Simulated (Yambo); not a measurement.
G0W0@PBEsol for Y2CI2 (space group P-3m1, No. 164) in Yambo (3×3×1 mesh, 8 Ry block, plasmon pole, screening fixed), without a terminator:

| bands N in G | gap Γ → (0, 0.333, 0) (eV) | shift of the valence edge (eV) |
|---|---|---|
| 92 | 1.526 | 0.000 |
| 163 | 1.556 | -0.286 |
| 260 | 1.571 | -0.419 |

Question: Extrapolate both columns to infinite N with E(N) = E∞ + A/N, test the form, and compare with the terminator.

Answer: From two points, E∞ = (N2 E2 − N1 E1)/(N2 − N1). The two largest N give 1.60 eV for the gap and -0.64 eV for the shift; the two smallest give 1.59 eV and -0.66 eV. For the gap the slopes A are -6.3 and -6.6 eV: the 1/N form holds. For the shift the slopes A are 60 and 58 eV: the 1/N form holds. With the Bruneval-Gonze terminator and 260 bands the run gives 1.60 eV and -0.51 eV, 0.00 eV and 0.13 eV from the extrapolated values: the terminator too is an estimate of the remainder. Block, mesh and the bands in W are held fixed.

Spin-orbit coupling is not included.

Geometry relaxed with PBE+D3(BJ); primitive cell a = 3.8297 Å, b = 3.8297 Å, c = 10.3698 Å, α = 90.00°, β = 90.00°, γ = 120.00°.

The structure is a Materials Project entry; no match was found in the copy of COD used, and its stability was not checked.

A shift is the quasiparticle energy of the state minus its PBEsol energy.
